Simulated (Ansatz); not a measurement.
Input file for Ansatz (a first-principles code):

Ansatz 0.2 input:
```yaml
crystal:
  lattice:
    - [0.0, 3.6393308242, 3.6393308242]
    - [3.6393308242, 0.0, 3.6393308242]
    - [3.6393308242, 3.6393308242, 0.0]
  atoms:
    - { symbol: Na, position: [0.25, 0.25, 0.25] }
    - { symbol: Na, position: [0.75, 0.75, 0.75] }
    - { symbol: Te, position: [0.0, 0.0, 0.0] }
kpoints:
  mp_grid: { grid: [5, 5, 5] }
  band_path:
    path:
      - [[0.0, 0.0, 0.0], [0.5, 0.0, 0.5], [0.625, 0.25, 0.625]]  # Γ-X-U
      - [[0.375, 0.375, 0.75], [0.0, 0.0, 0.0], [0.5, 0.5, 0.5], [0.5, 0.25, 0.75], [0.5, 0.0, 0.5]]  # K-Γ-L-W-X
      - [VBM, CBM]
    npoints: 12
hamiltonian:
  xc: r2scan
  pseudopotentials: { kind: paw }
magnetization: { noncollinear: true, spin_orbit: true }
scf:
  n_extra_bands: 12
  convergence: { dr2_threshold: 0.0000000001 }
  occupations: { method: gaussian, width: 0.01 }
checkpoint: { write: soc.run }
output: { eigenvalues: true }
```

Output (shortened):

```
Pseudopotential: Na, paw_fr, valence charge 9
Pseudopotential: Te, paw_fr, valence charge 16
Functional definition: r2SCAN
non-collinear run that drives no moment, with spin-orbit …
Crystal: 3 atoms, lattice volume = 96.404 Å³
Basis set: ecut = 500 eV, 2445 PW (Γ), exchange–correlation on 160×160×160 points (64 copies of the dense FFT grid, shifted against one another)
Bands: 46, of which v1, the nominal top of the filled ones, is band 34 counted from 1 (33 counted from 0)
Symmetry: 48 space group operations + 48 with time reversal
k-points: 10 of 125
Projection manifold: j_resolved (fully-relativistic pseudo-atomic orbitals)
SCF iter   1: F=—  HF=-9964.380317 eV  |F-HF|=—  |Δ(HF+E_count)|=         —  Δρ=4.33e-2  dr2=1.47e0  dr2_τ=3.53e-4  dr2_m=0.00e0 (ungated)  ethr=3.10e-3  |M|=0.00e0 ∫|m|=0.00e0 μB  |m|>n=0.0e0 m-floor=0.0e0 τ_xc=0.0e0  β_m=0.30  ⟨swp⟩=10.2  Hψ=1260  notcnv=0  defer=6
preconditioner: auto → none
SCF iter   2: F=—  HF=-9963.967565 eV  |F-HF|=—  |Δ(HF+E_count)|=   4.13e-1  Δρ=2.29e-2  dr2=4.05e-1  dr2_τ=4.48e-3  dr2_m=0.00e0 (ungated)  ethr=3.10e-3  |M|=0.00e0 ∫|m|=0.00e0 μB  |m|>n=0.0e0 m-floor=0.0e0 τ_xc=0.0e0  β_m=0.44  ⟨swp⟩=4.0  Hψ=491  notcnv=0  defer=56
SCF iter   3: F=—  HF=-9963.887447 eV  |F-HF|=—  |Δ(HF+E_count)|=   8.01e-2  Δρ=4.80e-3  dr2=2.39e-2  dr2_τ=2.62e-4  dr2_m=0.00e0 (ungated)  ethr=1.19e-3  |M|=0.00e0 ∫|m|=0.00e0 μB  |m|>n=0.0e0 m-floor=0.0e0 τ_xc=0.0e0  β_m=0.60  ⟨swp⟩=2.9  Hψ=347  notcnv=0  defer=56
SCF iter   4: F=—  HF=-9963.897890 eV  |F-HF|=—  |Δ(HF+E_count)|=   1.04e-2  Δρ=7.14e-4  dr2=5.31e-4  dr2_τ=4.54e-6  dr2_m=0.00e0 (ungated)  ethr=7.03e-5  |M|=0.00e0 ∫|m|=0.00e0 μB  |m|>n=0.0e0 m-floor=0.0e0 τ_xc=0.0e0  β_m=0.61  ⟨swp⟩=2.9  Hψ=287  notcnv=0  defer=56
SCF iter   5: F=—  HF=-9963.898255 eV  |F-HF|=—  |Δ(HF+E_count)|=   3.65e-4  Δρ=1.79e-4  dr2=1.68e-5  dr2_τ=1.03e-7  dr2_m=0.00e0 (ungated)  ethr=1.56e-6  |M|=0.00e0 ∫|m|=0.00e0 μB  |m|>n=0.0e0 m-floor=0.0e0 τ_xc=0.0e0  β_m=0.81  ⟨swp⟩=2.0  Hψ=274  notcnv=0  defer=56
SCF iter   6: F=—  HF=-9963.898268 eV  |F-HF|=—  |Δ(HF+E_count)|=   1.36e-5  Δρ=1.54e-5  dr2=1.67e-7  dr2_τ=1.06e-8  dr2_m=0.00e0 (ungated)  ethr=4.94e-8  |M|=0.00e0 ∫|m|=0.00e0 μB  |m|>n=0.0e0 m-floor=0.0e0 τ_xc=0.0e0  β_m=0.76  ⟨swp⟩=2.2  Hψ=302  notcnv=0  defer=56
SCF iter   7: F=—  HF=-9963.898304 eV  |F-HF|=—  |Δ(HF+E_count)|=   3.53e-5  Δρ=1.88e-6  dr2=2.53e-9  dr2_τ=5.10e-11  dr2_m=0.00e0 (ungated)  ethr=4.91e-10  |M|=0.00e0 ∫|m|=0.00e0 μB  |m|>n=0.0e0 m-floor=0.0e0 τ_xc=0.0e0  β_m=0.88  ⟨swp⟩=2.3  Hψ=384  notcnv=0  defer=56
SCF iter   8: F=-9963.898304 eV  HF=-9963.898304 eV  |F-HF|=5.64e-11  |Δ(HF+E_count)|=   1.39e-8  Δρ=2.55e-7  dr2=6.55e-11  dr2_τ=9.59e-13  dr2_m=0.00e0 (ungated)  ethr=1.00e-12  |M|=0.00e0 ∫|m|=0.00e0 μB  |m|>n=0.0e0 m-floor=0.0e0 τ_xc=0.0e0  ⟨swp⟩=11.4  Hψ=1061  notcnv=0
SCF 1 converged in 8 iterations: F = -9963.898304 eV  dr2 = 6.55e-11
NSCF: frozen V_eff on 16 k-points
NSCF: frozen V_eff on 16 k-points
NSCF: frozen V_eff on 4 k-points
NSCF: frozen V_eff on 2 k-points
NSCF: frozen V_eff on 2 k-points
NSCF: frozen V_eff on 2 k-points
NSCF: frozen V_eff on 2 k-points
NSCF: frozen V_eff on 2 k-points
NSCF: frozen V_eff on 87 k-points
SCF converged after 8 iterations
Magnetization: |M| = 0.0000 μB,  M = (+0.0000, +0.0000, +0.0000) μB
Absolute magnetization: 0.0000 μB (∫|m|)
  site 0: m = (+0.0000, +0.0000, +0.0000) μB, |m| = 0.0000 μB  (R = 1.30 Å)
  site 1: m = (+0.0000, +0.0000, +0.0000) μB, |m| = 0.0000 μB  (R = 1.30 Å)
  site 2: m = (+0.0000, +0.0000, +0.0000) μB, |m| = 0.0000 μB  (R = 1.30 Å)
Free energy (F): -9963.898304 eV
Harris-Foulkes:  -9963.898304 eV  (|F-HF|=5.64e-11)
Internal energy: -9963.898304 eV  (E = F + TS)
E sigma→0 (E₀):  -9963.898304 eV
Fermi energy:    4.023996 eV
--- Per-component energies (eV) ---
  E_band       = -786.346753
  E_kinetic    = 423.070005
  E_local      = -4336.348409  (includes V_loc(G=0)·N_el)
  E_nonlocal   = -77.430620
  E_hartree    = 1954.766943
  E_xc         = -189.418078
  E_vxc        = -222.916741  (∫ρ·V_xc dr)
  E_paw        = -5211.531802  (= ΣΔE_a)
  E_vpaw       = -498.923698  (= ΣTr[D̂ρ^β])
  E_aug_tail   = -0.000036  (compensation charges beyond the density's cutoff)
  E_vtau       = 16.668939  (kinetic-family band-sum trace: ∫τ·v_τ [+ j·A + Jᵃ·Aᵃ] dr)
  E_ewald      = -2527.250502
  E_core_change = 0.244196  (= ΣΔE_core)
  E_smearing   =  0.000000  (= −TS)
  E_closure    =  0.000000  (closes the sum)
  Σ components = -9963.898304   (vs F -9963.898304, Δ=0.00e0)
  [band-id]    e_kinetic+e_local+e_nonlocal+2·e_hartree+e_vxc+e_vpaw+e_augmentation_tail+e_vtau = -786.346675   (vs E_band -786.346753, Δ=7.87e-5)
--- Band table (eV; the first three rows and the last of 10) ---
  k-point 0: bands = ["-50.7604", "-50.7604", "-50.7579", "-50.7579", "-33.5465", "-33.5465", "-33.5465", "-33.5465", "-32.0847", "-32.0847", "-32.0799", "-32.0799", "-32.0799", "-32.0799", "-21.3022", "-21.3022", "-21.2847", "-21.2847", "-21.1232", …
  k-point 1: bands = ["-50.7602", "-50.7602", "-50.7582", "-50.7582", "-33.5465", "-33.5465", "-33.5465", "-33.5465", "-32.0847", "-32.0847", "-32.0799", "-32.0799", "-32.0798", "-32.0798", "-21.3008", "-21.3008", "-21.2866", "-21.2866", "-21.1220", …
  k-point 2: bands = ["-50.7595", "-50.7595", "-50.7588", "-50.7588", "-33.5465", "-33.5465", "-33.5464", "-33.5464", "-32.0846", "-32.0846", "-32.0798", "-32.0798", "-32.0798", "-32.0798", "-21.2969", "-21.2969", "-21.2915", "-21.2915", "-21.1183", …
  k-point 9: bands = ["-50.7594", "-50.7594", "-50.7590", "-50.7590", "-33.5465", "-33.5465", "-33.5464", "-33.5464", "-32.0845", "-32.0845", "-32.0798", "-32.0798", "-32.0798", "-32.0798", "-21.2965", "-21.2965", "-21.2935", "-21.2935", "-21.1239", …
```

Cost: around 100 core-seconds (rough) on shared cores.

Space group Fm-3m (anti-fluorite). The workflow started from a Materials Project entry (that database holds measured and hypothetical structures alike); the Crystallography Open Database files this formula in space group No. 225, but the cells were not matched. Whether it is the stable phase at ambient conditions was not checked. The cell was relaxed with r²SCAN under the symmetry of its start; whether a distortion lowers the energy is not shown.

Potentials: the later of the program's two PAW sets.

Ansatz is a plane-wave DFT program.
